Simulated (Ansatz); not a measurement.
LaAs₂Pd₂ in space group I4/mmm (No. 139; La on 2a, As on 4e, Pd on 4d), plane-wave PAW PBE (Ansatz code), all energies at zero smearing, with the estimated change up to a 700 eV cutoff added, with one set of potentials and settings (totals compare only within such a set). Cell of 5 atoms (1 La, 2 As, 2 Pd): -29912.613 eV.

```
element                reference phase  E (eV/atom)
-------  -----------------------------  -----------
La       P6_3/mmc, 4 atoms in the cell   -6250.0953
As           R-3m, 2 atoms in the cell   -4856.1377
Pd          Fm-3m, 1 atoms in the cell   -6972.8544
```

Formation energy per atom, worked out: (-29912.613 − 1×(-6250.0953) − 2×(-4856.1377) − 2×(-6972.8544))/5 = -0.907 eV/atom (-87 kJ per mol of atoms), at 0 K, without zero-point energy or fitted corrections.

The first step of the workflow began from a Materials Project structure, measured or hypothetical; the Crystallography Open Database copy checked does not list it. Whether it is the stable phase at ambient conditions was not checked. The PBE relaxation kept the symmetry of its start; whether a distortion lowers the energy is not shown. The run is not spin-polarised. The references are the lowest solids computed at this level, not always the standard phases. Scalar-relativistic: spin–orbit coupling is off unless named, which matters more the heavier the elements.

Potentials: the later of the program's two PAW sets.
